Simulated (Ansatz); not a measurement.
Ga:
```yaml
crystal:
  lattice:
    - [2.92577, 0.00000, 0.00000]
    - [-1.46289, 2.53379, 0.00000]
    - [0.00000, 0.00000, 4.84354]
  atoms:
    - { symbol: Ga, position: [0.33333, 0.66667, 0.75000] }
    - { symbol: Ga, position: [0.66667, 0.33333, 0.25000] }
```

Relaxed with r²SCAN. Special points in fractions of this cell's reciprocal vectors: Γ (0.000, 0.000, 0.000); M (0.500, 0.000, 0.000); K (0.333, 0.333, 0.000); A (0.000, 0.000, 0.500); L (0.500, 0.000, 0.500); H (0.333, 0.333, 0.500).

### Question
List the band energies nearest the Fermi level at these points for the program Ansatz at the r²SCAN with spin–orbit coupling level (PAW).

### Answer
In eV from the Fermi level; about four levels below and three above (degenerate sets whole), none deeper than 8.9 eV; points with the same levels are listed once.

| k | below | above |
|---|---|---|
| Γ | -5.31 -5.31 -4.49 -4.49 | 10.89 10.89 11.12 11.12 |
| M | -5.87 -5.87 -5.19 -5.19 | 0.59 0.59 0.73 0.73 |
| K | -3.84 -3.84 -2.46 -2.46 | 2.71 2.71 2.80 2.80 |
| A | – | 3.76 3.76 3.76 3.76 |
| L | -3.40 -3.40 -3.40 -3.40 | 7.41 7.41 7.41 7.41 |
| H | -0.74 -0.74 -0.65 -0.65 | 9.65 9.65 9.70 9.70 |

Space group P6_3/mmc (hcp (Mg type)). The start of the workflow was typed in or built on a structure type; neither database checked (COD, Materials Project) lists it. It is not the phase usual at ambient conditions (space group No. 64). The r²SCAN relaxation kept the symmetry of its start. At this level the phase is mechanically unstable.

Potentials: the earlier of the program's two PAW sets.
